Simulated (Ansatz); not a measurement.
# Kick test of a cell of Mg3Cd2Se5

The structure comes from a generated guess, relaxed at this level; another structure or a mixture of phases may lie lower.

Computed with DFT PBE, scalar-relativistic, plane waves, PAW (Ansatz 0.2.0). Settings: cutoff 420 eV, Γ-centred mesh 12×12×12 on the computed 10-atom cell, Gaussian smearing of 0.02 eV; no spin polarisation.

The cell below (10 atoms, space group R-3m (No. 166)) is relaxed within its symmetry.

```
Mg Cd Se
1.0
     1.98033    1.14334   16.20549
    -1.98033    1.14334   16.20549
     0.00000   -2.28669   16.20549
Mg Cd Se
3 2 5
Cartesian
  0.0000 0.0000 0.0000
  0.0000 0.0000 29.2587
  0.0000 0.0000 19.3578
  0.0000 0.0000 9.7909
  0.0000 0.0000 38.8256
  0.0000 0.0000 14.6310
  0.0000 0.0000 43.9062
  0.0000 0.0000 24.3082
  0.0000 0.0000 4.7103
  0.0000 0.0000 33.9855
```

For the test it was strained at random (σ = 1.5 % a component), the atoms were moved at random (σ = 0.15 Å), and all was relaxed again on a coarse 6×6×6 mesh (in the run’s order of axes) with 0.10 eV smearing, with no symmetry imposed.

Q: Does it come back?

A: It returns, within 1 meV/atom of the unmoved cell on that mesh and with the same symmetry when read at 0.1 Å (P1 at 0.01 Å, so small strains and shifts remain). No instability shows in this cell; modes of other wave vectors, which need another repeat, aren't tested.
